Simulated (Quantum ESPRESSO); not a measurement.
pw.x input (Quantum ESPRESSO 7.5; PBEsol, PseudoDojo standard norm-conserving files, scalar-relativistic):

```
&CONTROL
  calculation = 'scf'
  pseudo_dir = './pseudo'
  outdir = './out'
  tprnfor = .true.
  tstress = .true.
/
&SYSTEM
  ibrav = 0
  nat = 6
  ntyp = 2
  ecutwfc = 84.0
  ecutrho = 336.0
  occupations = 'smearing'
  smearing = 'fd'
  degauss = 0.002
  nbnd = 31
/
&ELECTRONS
  conv_thr = 6e-10
/
ATOMIC_SPECIES
O 15.9990 O.upf
Sn 118.7100 Sn.upf
CELL_PARAMETERS angstrom
  4.764820000000   0.000000000000   0.000000000000
  0.000000000000   4.764820000000   0.000000000000
  0.000000000000   0.000000000000   3.207500000000
ATOMIC_POSITIONS crystal
O   0.194030000000   0.805970000000   0.500000000000
O   0.805970000000   0.194030000000   0.500000000000
O   0.694030000000   0.694030000000   0.000000000000
O   0.305970000000   0.305970000000   0.000000000000
Sn   0.500000000000   0.500000000000   0.500000000000
Sn   0.000000000000   0.000000000000   0.000000000000
K_POINTS automatic
6 6 8 0 0 0
```

End of the output:

```

[...]
     the Fermi energy is     9.8641 ev
!    total energy              =    -446.62373624 Ry
     estimated scf accuracy    <          2.1E-10 Ry
     smearing contrib. (-TS)   =      -0.00000000 Ry
     internal energy E=F+TS    =    -446.62373624 Ry
     The total energy is F=E-TS. E is the sum of the following terms:
     one-electron contribution =    -118.91563983 Ry
     hartree contribution      =      98.97631253 Ry
     xc contribution           =    -120.92115215 Ry
     ewald contribution        =    -305.76325680 Ry
     convergence has been achieved in  10 iterations
     Forces acting on atoms (cartesian axes, Ry/au):
     atom    1 type  1   force =    -0.00109947    0.00109947   -0.00000000
     atom    2 type  1   force =     0.00109947   -0.00109947    0.00000000
     atom    3 type  1   force =    -0.00109947   -0.00109947    0.00000000
     atom    4 type  1   force =     0.00109947    0.00109947    0.00000000
     atom    5 type  2   force =     0.00000000    0.00000000   -0.00000000
     atom    6 type  2   force =     0.00000000    0.00000000    0.00000000
     Total force =     0.003110     Total SCF correction =     0.000005
     Computing stress (Cartesian axis) and pressure
          total   stress  (Ry/bohr**3)                   (kbar)     P=        4.00
   0.00002101   0.00000000   0.00000000            3.09        0.00        0.00
   0.00000000   0.00002101   0.00000000            0.00        3.09        0.00
   0.00000000   0.00000000   0.00003960            0.00        0.00        5.83
```
In a gapped system the printed Fermi energy is only some level inside the gap.

Spin-orbit coupling is not included.

Geometry of the Materials Project entry, not relaxed at this level.
